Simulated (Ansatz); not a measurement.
Given:

BP in space group P6_422 (No. 181; B on 3c, P on 3d), a = 3.2765 Å, b = 3.2765 Å, c = 7.0048 Å, α = 90.00°, β = 90.00°, γ = 120.00°.

This is the r²SCAN-relaxed structure.

### Question
All from the program Ansatz at the r²SCAN level (PAW), unless another level is named. Predict the smallest direct gap on the standard path.

### Answer
2.65 eV.

### Question
Give the HSE06 gap on the r²SCAN cell.

### Answer
0.62 eV.

### Question
Give the hole effective mass.

### Answer
0.33, 0.42, 0.42 mₑ (principal values).

### Question
And the weight of the conduction-edge state by species (Voronoi cells)?

### Answer
P 50 %, B 50 %.

The start of the workflow was typed in or built on a structure type; neither database checked (COD, Materials Project) lists it. It is not the phase usual at ambient conditions (space group No. 216). The cell was relaxed with r²SCAN under the symmetry of its start; whether a distortion lowers the energy is not shown.

Potentials: the later of the program's two PAW sets.
